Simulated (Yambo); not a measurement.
Yambo run on Sr2OsH6 (space group Fm-3m, No. 225). The wavefunctions are LDA (Quantum ESPRESSO, PseudoDojo norm-conserving, 74 Ry, no spin-orbit coupling) ones on a 4×4×4 mesh (21 occupied bands); a = b = c = 5.391 Å, α = β = γ = 60.00°.

Yambo input:

```
rim_cut
HF_and_locXC
RandQpts= 1000000
RandGvec= 1 Ry
EXXRLvcs= 74 Ry
VXCRLvcs= 296 Ry
% QPkrange
 1 | 1 | 21 | 22 |
 3 | 3 | 21 | 22 |
 7 | 7 | 21 | 22 |
 8 | 8 | 21 | 22 |
%
```

k points by index: 1 = Γ, 3 = L, 7 = X, 8 = W.

Table of the .hf output:

```
#    K-point    Band    Eo [eV]    Ehf [eV]    Vxc [eV]    Vnlxc [eV]
#
    1    21    0.000000    -3.248415    -16.97136    -20.21978
    1    22    3.808398    8.364197    -9.037617    -4.481819
    3    21    -0.097506    -3.268973    -16.69974    -19.87121
    3    22    3.846355    8.555565    -9.635462    -4.926252
    7    21    -0.066468    -3.209690    -16.85288    -19.99610
    7    22    2.251652    6.837604    -12.64442    -8.058468
    8    21    -0.053459    -3.216751    -16.90704    -20.07033
    8    22    2.590407    7.207550    -12.29267    -7.675523
```
Exchange alone, without screening.

Geometry of the Materials Project entry, not relaxed at this level.

The structure is a Materials Project entry; no match was found in the copy of COD used, and its stability was not checked.
